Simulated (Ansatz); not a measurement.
ZnIn2S4:
```
CELL_PARAMETERS angstrom
      1.91497     1.10561    11.97229
     -1.91497     1.10561    11.97229
      0.00000    -2.21122    11.97229
ATOMIC_POSITIONS crystal
  S  0.54001 0.54001 0.54001
  S  0.69921 0.69921 0.69921
  S  0.13005 0.13005 0.13005
  S  0.95733 0.95733 0.95733
  Zn 0.60877 0.60877 0.60877
  In 0.83830 0.83830 0.83830
  In 0.06233 0.06233 0.06233
```

Relaxed with LDA. Special points in fractions of this cell's reciprocal vectors: Γ (0.000, 0.000, 0.000); T (0.500, 0.500, 0.500); H2 (0.828, 0.172, 0.500); H0 (0.500, -0.172, 0.172); L (0.500, 0.000, 0.000); S0 (0.336, -0.336, 0.000); S2 (0.664, 0.000, 0.336); F (0.500, 0.000, 0.500).

List the band energies nearest the valence-band maximum at these points for DFT-LDA with spin–orbit coupling in the program Ansatz with PAW potentials.

In eV from the valence-band maximum; about four levels below and three above (degenerate sets whole), none deeper than 8.9 eV; points with the same levels are listed once.

```csv
k,below,above
Γ,-0.03 -0.03 0.00 0.00,0.29 0.29 1.85 1.85
T,-0.03 -0.03 0.00 0.00,1.05 1.05 1.60 1.60
H2,-1.73 -1.72 -0.71 -0.71,2.09 2.12 2.28
L,-1.22 -1.22 -0.68 -0.68,0.80 0.80 1.34 1.34
S0,-1.73 -1.72 -0.71 -0.70,2.08 2.11 2.29
F,-1.14 -1.14 -0.87 -0.87,1.02 1.02 1.46 1.46
```

Space group R3m. The workflow started from an entry of the Crystallography Open Database (COD), which files this formula under 3 space groups. Whether it is the stable phase at ambient conditions was not checked. The LDA relaxation kept the symmetry of its start; whether a distortion lowers the energy is not shown. A crystal of weakly bound layers computed without a dispersion correction: the cell and the soft elastic constants depend strongly on that.

Potentials: the later of the program's two PAW sets.
